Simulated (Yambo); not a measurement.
Absorption of RbCl (rock salt, space group Fm-3m, No. 225) with and without the electron-hole interaction (Yambo, PBEsol bands; 6×6×6 mesh, 6 valence and 8 conduction bands, static screening with 68 bands and a 4 Ry block, scissor 2.96 eV, Tamm-Dancoff; field along x).

| E (eV) | Im ε, BSE | Im ε, independent quasiparticles |
|---|---|---|
| 5.75 | 0.13 | 0.02 |
| 5.85 | 0.15 | 0.02 |
| 5.95 | 0.17 | 0.02 |
| 6.05 | 0.21 | 0.02 |
| 6.15 | 0.26 | 0.03 |
| 6.25 | 0.33 | 0.03 |
| 6.35 | 0.44 | 0.03 |
| 6.45 | 0.63 | 0.03 |
| 6.55 | 0.97 | 0.03 |
| 6.65 | 1.66 | 0.03 |
| 6.75 | 2.87 | 0.04 |
| 6.85 | 4.15 | 0.04 |
| 6.95 | 4.01 | 0.04 |
| 7.05 | 2.48 | 0.05 |
| 7.15 | 1.70 | 0.05 |
| 7.25 | 1.64 | 0.06 |
| 7.35 | 2.05 | 0.07 |
| 7.45 | 2.24 | 0.08 |
| 7.55 | 1.88 | 0.10 |
| 7.65 | 1.46 | 0.13 |
| 7.75 | 1.50 | 0.18 |
| 7.85 | 2.04 | 0.22 |
| 7.95 | 3.28 | 0.21 |
| 8.05 | 4.00 | 0.20 |
| 8.15 | 2.84 | 0.21 |
| 8.25 | 1.98 | 0.27 |
| 8.35 | 1.86 | 0.39 |
| 8.45 | 1.99 | 0.64 |
| 8.55 | 1.71 | 1.02 |
| 8.65 | 1.24 | 1.10 |
| 8.75 | 0.99 | 0.87 |
| 8.85 | 0.93 | 0.66 |
| 8.95 | 1.08 | 0.58 |
| 9.05 | 1.25 | 0.61 |
| 9.15 | 1.44 | 0.70 |
| 9.25 | 1.31 | 0.90 |
| 9.35 | 1.21 | 1.24 |
| 9.45 | 1.17 | 1.44 |
| 9.55 | 1.15 | 1.73 |
| 9.65 | 1.14 | 2.10 |
| 9.75 | 1.04 | 2.30 |
| 9.85 | 1.11 | 2.12 |
| 9.95 | 1.01 | 1.96 |
| 10.05 | 1.00 | 2.10 |
| 10.15 | 0.99 | 2.33 |
| 10.25 | 1.04 | 2.16 |
| 10.35 | 0.86 | 1.96 |
| 10.45 | 0.69 | 2.22 |
| 10.55 | 0.63 | 2.96 |
| 10.65 | 0.54 | 3.28 |
| 10.75 | 0.53 | 3.07 |
| 10.85 | 0.58 | 2.75 |
| 10.95 | 0.75 | 2.64 |
| 11.05 | 1.19 | 2.76 |
| 11.15 | 1.75 | 2.70 |
| 11.25 | 1.67 | 2.24 |
| 11.35 | 1.39 | 1.77 |
| 11.45 | 1.55 | 1.50 |
| 11.55 | 1.99 | 1.29 |
| 11.65 | 2.21 | 1.16 |
| 11.75 | 2.09 | 1.21 |

The scissor comes from a G0W0 run whose convergence isn't established. Broadening 0.15 eV. The band window holds all transitions up to 11.8 eV. Fine structure above the onset can come from the mesh.

Geometry relaxed with PBEsol; primitive cell a = b = c = 4.625 Å, α = β = γ = 60.00°.
